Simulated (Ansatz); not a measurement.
Q: C in space group Fd-3m (No. 227; C on 8b, C on 32e) is relaxed with PBE (plane waves, PAW; program Ansatz). What lattice parameters of the conventional cell result?

A: a = 9.634 Å.

Q: Give the free coordinates with the occupied sites.

A: In one choice of origin and axes:

```json
[
 {"atom": "C", "site": "8b", "symmetry": "-43m", "x": "0.5000", "y": "0.5000", "z": "0.5000"},
 {"atom": "C", "site": "32e", "symmetry": ".3m", "x": "0.5888", "y": "0.5888", "z": "0.5888"}
]
```

Q: Is it a metal or does it have a gap at this level?

A: A gap of 4.67 eV.

The start of the workflow was typed in or built on a structure type. Its sites differ from those of the usual phase in this space group: another stacking or structure type. The cell was relaxed with PBE under the symmetry of its start; its stability against distortions is not shown here.

Potentials: the later of the program's two PAW sets.
